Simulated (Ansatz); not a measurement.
Al3V (Cu3Au type, Pm-3m), PBEsol (plane waves, PAW; program Ansatz), all energies at zero smearing, with the estimated change up to a 700 eV cutoff added, with one set of potentials and settings (totals compare only within such a set). Cell of 4 atoms (3 Al, 1 V): -4459.485 eV.

```csv
element,reference phase,E (eV/atom)
Al,"Fm-3m, 1 atoms in the cell",-524.5507
V,"Im-3m, 1 atoms in the cell",-2885.2930
```

Formation energy per atom, worked out: (-4459.485 − 3×(-524.5507) − 1×(-2885.2930))/4 = -0.135 eV/atom (-13 kJ per mol of atoms), at 0 K, without zero-point energy or fitted corrections.

The first step of the workflow began from a Materials Project structure, measured or hypothetical; the Crystallography Open Database copy checked does not list it. Whether it is the stable phase at ambient conditions was not checked. The cell was relaxed with PBEsol under the symmetry of its start; whether a distortion lowers the energy is not shown. The run is not spin-polarised. The references are the lowest solids computed at this level, not always the standard phases.

Potentials: the later of the program's two PAW sets.
